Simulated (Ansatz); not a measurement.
Relaxed-ion elastic tensor of Sr3SnO (anti-perovskite, space group No. 221) in GPa (Voigt order), the program Ansatz at the LDA level (PAW); density 5.20 g/cm³, 25.37 Å³ per atom.

```
 108  27.6  27.6   0.0   0.0   0.0
27.6   108  27.6   0.0   0.0   0.0
27.6  27.6   108   0.0   0.0   0.0
 0.0   0.0   0.0  43.3   0.0   0.0
 0.0   0.0   0.0   0.0  43.3   0.0
 0.0   0.0   0.0   0.0   0.0  43.3
```

Is the crystal mechanically stable?

Yes: the smallest eigenvalue of C is 43.3 GPa.

Work out the Voigt, Reuss and Hill averages.

K_V = 54.4, K_R = 54.4, K_H = 54.4; G_V = 42.0, G_R = 42.0, G_H = 42.0 GPa.

Give Young's modulus, Poisson's ratio, Pugh's ratio and the universal anisotropy index.

E = 9KG/(3K + G) = 100 GPa; ν = 0.19; K/G = 1.29 (brittle by the Pugh limit of 1.75); A_U = 5G_V/G_R + K_V/K_R − 6 = 0.01.

Estimate the sound speeds and the Debye temperature.

v_l = √((K + 4G/3)/ρ) = 4610 m/s, v_t = √(G/ρ) = 2840 m/s, mean 3130 m/s; Θ = (h/k)(3n/4πV)^(1/3) v_m = 318 K.

Give the Zener ratio and Young's modulus along [100], [110] and [111].

A = 2C44/(C11 − C12) = 1.08; 1/E = S11 − 2(S11 − S12 − S44/2)Γ with Γ = 0, 1/4, 1/3 gives 96.7, 101, 103 GPa.

Space group Pm-3m (anti-perovskite). The workflow started from a Materials Project entry (that database holds measured and hypothetical structures alike); the Crystallography Open Database files this formula in space group No. 221, but the cells were not matched. Whether it is the stable phase at ambient conditions was not checked. Symmetry was held in the LDA relaxation; of distortions, only those at the zone centre were tested. A small band overlap can be real or an error of a semilocal functional. As this level gives no gap, shear constants depend on the k-mesh and smearing (Fermi–Dirac, 0.1 eV here). Scalar-relativistic: spin–orbit coupling is off unless named, which matters more the heavier the elements.

Potentials: the later of the program's two PAW sets.
